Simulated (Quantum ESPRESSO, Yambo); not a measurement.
## Levels of theory for the gap of Ba$_{2}$ScNbO$_{6}$

Ba₂ScNbO₆ (space group Fm-3m, No. 225): one geometry, one set of PBEsol (pw.x of Quantum ESPRESSO, ONCV potentials, no spin-orbit coupling) orbitals, self-energies from Yambo (2×2×2 Γ-centred k mesh, bands 3 to 219 and a 7 Ry block in the screening, 219 bands in G with the Bruneval-Gonze terminator, plasmon pole fitted at 27.2 eV).

The geometry is that of Materials Project entry mp-1206644, symmetrised and not relaxed again.

| level | gap Γ → Γ (eV) | rough Yambo cost |
|---|---|---|
| PBEsol (Quantum ESPRESSO) | 2.65 | – |
| exchange only (Hartree-Fock self-energy on PBEsol orbitals) | 13.65 | about 1/9 (6 states) |
| static COHSEX@PBEsol | 4.77 | within a factor of two (2 states) |
| G0W0@PBEsol, plasmon pole | 4.23 | 1 (6 states) |
| G0W0@PBEsol, multipole fit to 8 frequencies, no terminator | 4.26 | within a factor of two (2 states) |

Bare exchange has no screening and gives the widest gap; static COHSEX screens it but leaves out the frequency dependence, which G0W0 restores.

Costs are rough ratios of core time on shared machines.

Nearest settings tried, and what they do to the gap: 145 bands in W, 145 bands in G: +72 meV; 3 Ry block (89 vectors against 331): +127 meV. Not varied: mesh. So the settings aren't converged at that level. The k mesh is coarse.

Spin-orbit splittings are left out.

The structure is a Materials Project entry; no match was found in the copy of COD used, and its stability was not checked.
